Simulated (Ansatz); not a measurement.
Data:

Ti₂AlB₂:
```cif
data_AlB2Ti2
_chemical_formula_sum 'Ti2 Al1 B2'
_space_group_name_H-M_alt 'P-6m2'
_space_group_IT_number 187
_space_group_name_Hall 'P -6 2'
_cell_length_a 3.00643
_cell_length_b 3.00643
_cell_length_c 7.66894
_cell_angle_alpha 90.000
_cell_angle_beta 90.000
_cell_angle_gamma 120.000
loop_
_atom_site_label
_atom_site_type_symbol
_atom_site_symmetry_multiplicity
_atom_site_Wyckoff_symbol
_atom_site_fract_x
_atom_site_fract_y
_atom_site_fract_z
_atom_site_occupancy
Ti1 Ti 2 h 0.33333 0.66667 0.29618 1
Al1 Al 1 a 0.00000 0.00000 0.00000 1
B1 B 1 b 0.00000 0.00000 0.50000 1
B2 B 1 f 0.66667 0.33333 0.50000 1
```

This is the r²SCAN-relaxed structure.

**Question.** All from plane-wave PAW r²SCAN (Ansatz code), unless another level is named. Give the electronic character.

**Answer.** metallic (no gap).

**Question.** Give the density of states at the Fermi level.

**Answer.** 0.29 states/eV per atom (mean over ±0.08 eV).

**Question.** Next, the formation energy from the elements (no fitted shifts)?

**Answer.** -80 kJ/mol of atoms.

The start of the workflow was typed in or built on a structure type; neither database checked (COD, Materials Project) lists it. Whether it is the stable phase at ambient conditions was not checked. Symmetry was held in the r²SCAN relaxation; its stability against distortions is not shown here. The run is not spin-polarised. The references are the lowest solids computed at this level, not always the standard phases.

Potentials: the earlier of the program's two PAW sets. The files were generated under PBE; for other functionals the program regenerates the frozen cores, and for LDA and PBEsol the local potential too.
